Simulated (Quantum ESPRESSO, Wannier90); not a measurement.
Wannier functions of WBr6 (R-3)

```xyz
7
Lattice="-3.2802 5.6815 0.0000 -6.5605 0.0000 0.0000 -3.2802 1.8938 5.9655" Properties=species:S:1:pos:R:3 pbc="T T T"
W      0.0000     0.0000     0.0000
Br     2.0104    -0.0287     1.4200
Br    -2.0104     0.0287    -1.4200
Br    -1.0301    -1.7267     1.4200
Br     1.0301     1.7267    -1.4200
Br    -0.9803     1.7554     1.4200
Br     0.9803    -1.7554    -1.4200
```

Cell from Materials Project (mp-28483), symmetrised, no further relaxation. Not found in the COD (Crystallography Open Database) copy used; not checked further. Level: PBEsol, no spin polarisation, no spin-orbit coupling; pw.x of Quantum ESPRESSO at 60 Ry with PseudoDojo potentials, 4×4×4 k-points, Wannier90. Density: 6×6×6 mesh, cold smearing 0.01 Ry. Spin-orbit coupling is left out although heavy elements are present.

Bands 29-31 form an isolated set from 0.92 to 1.71 eV relative to the valence-band maximum (on the path) and are turned into 3 Wannier functions by minimising the spread from the start: SCDM (isolated).

Centres (Cartesian, Å; one of the equivalent choices) and spreads:

```tsv
n	x	y	z	spread (Å²)	nearest atom
1	0.000	0.000	0.000	4.937	W1
2	0.000	0.000	0.000	4.937	W1
3	0.000	0.000	0.000	4.936	W1
```

Ω_I = 14.75 Å², Ω_total = 14.81 Å²; the interpolated bands follow pw.x to 3.5 meV rms on the path. Only this start was tried; a symmetric start can stop on a saddle, and mixtures of these functions could lower the total by at most Ω_total − Ω_I.
